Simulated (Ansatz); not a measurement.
Start of a relaxation of BAs2:

```yaml
crystal:
  lattice:
    - [-3.05411, 3.05411, 2.84720]
    - [3.05411, -3.05411, 2.84720]
    - [3.05411, 3.05411, -2.84720]
  atoms:
    - { symbol: B, position: [0.77761, 0.77761, 0.00000] }
    - { symbol: B, position: [0.22239, 0.22239, 0.00000] }
    - { symbol: As, position: [0.00000, 0.74458, 0.74458] }
    - { symbol: As, position: [0.00000, 0.25542, 0.25542] }
    - { symbol: As, position: [0.74458, 0.00000, 0.74458] }
    - { symbol: As, position: [0.25542, 0.00000, 0.25542] }
```

Theory: Ansatz 0.2.0, DFT PBE, scalar-relativistic, plane waves, PAW. Cutoff 420 eV, Gaussian smearing, Γ-centred meshes. Cell and atoms relax first on a coarse mesh and then on a finer one. In between, the cell is made exact in the group found at 0.06 Å. In metals the finer mesh still leaves noise of several meV/atom or more. The steps can't lower the symmetry of their start. No spin polarisation.

A guess keeps its type if space group and coordination stay and the shape of the cell changes little (axis ratios within about 15 %, angles within 6°); the volume may change.

Q: Does this structure survive the relaxation?

A: It doesn't keep its type. The symmetry stays I4/mmm (No. 139). The volume per atom grows by 9.7 %, from 17.7 to 19.4 Å³. The shortest distance goes from 2.01 Å (B–As) to 1.64 Å (B–B). The ratio c/a of the conventional cell changes by a factor of 0.61. Counting neighbours within 15 % of an atom's shortest distance, the start has As 4, B 4 and the end As 2, B 1. In detail, at the end B has 1 B at 1.64 Å and 4 As at 2.23 Å; around As lie 2 B at 2.23 Å and 2 As at 2.57 Å.

```
B As
1.0
    -3.71515    3.71515    2.11151
     3.71515   -3.71515    2.11151
     3.71515    3.71515   -2.11151
B As
2 4
Direct
  0.69397 0.69397 0.00000
  0.30603 0.30603 0.00000
  0.00000 0.75501 0.75501
  0.00000 0.24499 0.24499
  0.75501 0.00000 0.75501
  0.24499 0.00000 0.24499
```

The last run used a 10×10×10 mesh for its 6-atom cell and Gaussian smearing of 0.10 eV. No dispersion correction is applied, so the spacing and binding between layers, chains or molecules are poorly described. A structure relaxed within its symmetry needn't be a true minimum.
